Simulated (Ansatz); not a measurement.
TiO2:
```cif
data_O8Ti4
_chemical_formula_sum 'Ti4 O8'
_space_group_name_H-M_alt 'P 1'
_space_group_IT_number 1
_cell_length_a 6.35992
_cell_length_b 6.35992
_cell_length_c 6.53457
_cell_angle_alpha 73.815
_cell_angle_beta 106.185
_cell_angle_gamma 145.896
loop_
_space_group_symop_operation_xyz
  'x, y, z'
loop_
_atom_site_label
_atom_site_type_symbol
_atom_site_fract_x
_atom_site_fract_y
_atom_site_fract_z
_atom_site_occupancy
Ti1 Ti 0.80496 0.19504 0.71644 1
Ti2 Ti 0.19504 0.80496 0.28356 1
Ti3 Ti 0.10093 0.89907 0.70849 1
Ti4 Ti 0.89907 0.10093 0.29151 1
O1 O 0.05830 0.94170 0.37000 1
O2 O 0.94170 0.05830 0.63000 1
O3 O 0.63829 0.36171 0.70514 1
O4 O 0.36171 0.63829 0.29486 1
O5 O 0.13370 0.86630 0.00341 1
O6 O 0.86630 0.13370 0.99659 1
O7 O 0.73622 0.26378 0.34817 1
O8 O 0.26378 0.73622 0.65183 1
```

Relaxed with PBEsol. 

Task: HSE06 on this cell (Ansatz, a program for electronic structure, PAW) gives a gap of 4.40 eV. What does PBEsol give?

Result: 2.81 eV.

Cost on shared cores: the PBEsol run (SCF on a 8×8×5 mesh, then bands and DOS) about 7 core-minutes (a rough figure), the HSE06 run (SCF on 5×5×3, then a few points) around 4 core-minutes (rough); the tasks are unlike.

Space group C2/m. The workflow started from a Materials Project entry (that database holds measured and hypothetical structures alike); the Crystallography Open Database copy checked does not list it. It is not the phase usual at ambient conditions (space group No. 61, 136, 141). Symmetry was held in the PBEsol relaxation; whether a distortion lowers the energy is not shown. The run is not spin-polarised.

Potentials: the earlier of the program's two PAW sets. The files were generated under PBE; for other functionals the program regenerates the frozen cores, and for LDA and PBEsol the local potential too.

Ansatz is a plane-wave DFT program.
